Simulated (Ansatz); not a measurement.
# Profile along the Na–H line in NaH (rock salt)

NaH (rock salt)

```cif
data_HNa
_chemical_formula_sum 'Na1 H1'
_space_group_name_H-M_alt 'P 1'
_space_group_IT_number 1
_cell_length_a 3.39035
_cell_length_b 3.39035
_cell_length_c 3.39035
_cell_angle_alpha 60.000
_cell_angle_beta 60.000
_cell_angle_gamma 60.000
loop_
_space_group_symop_operation_xyz
  'x, y, z'
loop_
_atom_site_label
_atom_site_type_symbol
_atom_site_fract_x
_atom_site_fract_y
_atom_site_fract_z
_atom_site_occupancy
Na1 Na 0.00000 0.00000 0.00000 1
H1 H 0.50000 0.50000 0.50000 1
```

Fields along a shortest Na–H line of a {110} plane (2.40 Å), from Na to H, interpolated on the slice's grid (step about 0.1 Å). The numbers are results of r2SCAN (plane waves to 500 eV, PAW, scalar-relativistic; Ansatz, a first-principles code), not measurements. k mesh 12×12×12. Inside the PAW spheres the values are not all-electron values, and peaks at nuclei hang on which shells count as valence. NaH was relaxed with its symmetry unable to fall.

```json
[
 {"distance from Na (Å)": "0.00", "valence electron density (e/Å³)": "20.76", "electron localisation function": "x"},
 {"distance from Na (Å)": "0.12", "valence electron density (e/Å³)": "19.46", "electron localisation function": "x"},
 {"distance from Na (Å)": "0.24", "valence electron density (e/Å³)": "15.77", "electron localisation function": "x"},
 {"distance from Na (Å)": "0.36", "valence electron density (e/Å³)": "10.63", "electron localisation function": "x"},
 {"distance from Na (Å)": "0.48", "valence electron density (e/Å³)": "5.58", "electron localisation function": "x"},
 {"distance from Na (Å)": "0.60", "valence electron density (e/Å³)": "2.15", "electron localisation function": "0.61"},
 {"distance from Na (Å)": "0.72", "valence electron density (e/Å³)": "0.66", "electron localisation function": "0.49"},
 {"distance from Na (Å)": "0.84", "valence electron density (e/Å³)": "0.26", "electron localisation function": "0.22"},
 {"distance from Na (Å)": "0.96", "valence electron density (e/Å³)": "0.13", "electron localisation function": "0.04"},
 {"distance from Na (Å)": "1.08", "valence electron density (e/Å³)": "0.09", "electron localisation function": "0.02"},
 {"distance from Na (Å)": "1.20", "valence electron density (e/Å³)": "0.08", "electron localisation function": "0.05"},
 {"distance from Na (Å)": "1.32", "valence electron density (e/Å³)": "0.10", "electron localisation function": "0.30"},
 {"distance from Na (Å)": "1.44", "valence electron density (e/Å³)": "0.12", "electron localisation function": "0.75"},
 {"distance from Na (Å)": "1.56", "valence electron density (e/Å³)": "0.17", "electron localisation function": "0.99"},
 {"distance from Na (Å)": "1.68", "valence electron density (e/Å³)": "0.24", "electron localisation function": "0.99"},
 {"distance from Na (Å)": "1.80", "valence electron density (e/Å³)": "0.34", "electron localisation function": "1.00"},
 {"distance from Na (Å)": "1.92", "valence electron density (e/Å³)": "0.50", "electron localisation function": "x"},
 {"distance from Na (Å)": "2.04", "valence electron density (e/Å³)": "0.74", "electron localisation function": "x"},
 {"distance from Na (Å)": "2.16", "valence electron density (e/Å³)": "1.13", "electron localisation function": "x"},
 {"distance from Na (Å)": "2.28", "valence electron density (e/Å³)": "1.60", "electron localisation function": "x"},
 {"distance from Na (Å)": "2.40", "valence electron density (e/Å³)": "1.84", "electron localisation function": "x"}
]
```

x: too close to a nucleus for the ELF to mean much.

Density on the Na–H line (2.40 Å) at its density minimum, 1.1 Å from Na: 0.08 e/Å³. ELF at that point: 0.0. Character of the Na–H contact (rough rule: ELF there above 0.7 covalent, below 0.2 ionic, polar between): closed-shell (ionic).
